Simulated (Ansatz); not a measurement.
HfTeS:
Space group P3m1 (No. 156); a = 3.813 Å, b = 3.813 Å, c = 6.459 Å, α = 90.00°, β = 90.00°, γ = 120.00°

```
atom  site  symmetry       x       y       z
----  ----  --------  ------  ------  ------
Hf      1b       3m.  0.3333  0.6667  0.0301
Te      1a       3m.  0.0000  0.0000  0.7415
S       1c       3m.  0.6667  0.3333  0.2285
```

This is the r²SCAN+D4-relaxed structure.

Problem. All from r²SCAN+D4 (plane waves, PAW; program Ansatz), unless another level is named. Give the Young's modulus.

Solution. 49.1 GPa.

Problem. What about the highest zone-centre frequency (without LO–TO term)?

Solution. 280 cm⁻¹.

The workflow started from a Materials Project entry (that database holds measured and hypothetical structures alike); the Crystallography Open Database copy checked does not list it. Its standing as an ambient phase is unchecked. The cell was relaxed with r²SCAN+D4 under the symmetry of its start; whether a distortion lowers the energy is not shown. No spin polarisation was allowed. Scalar-relativistic: spin–orbit coupling is off unless named, which matters more the heavier the elements.

Potentials: the later of the program's two PAW sets.
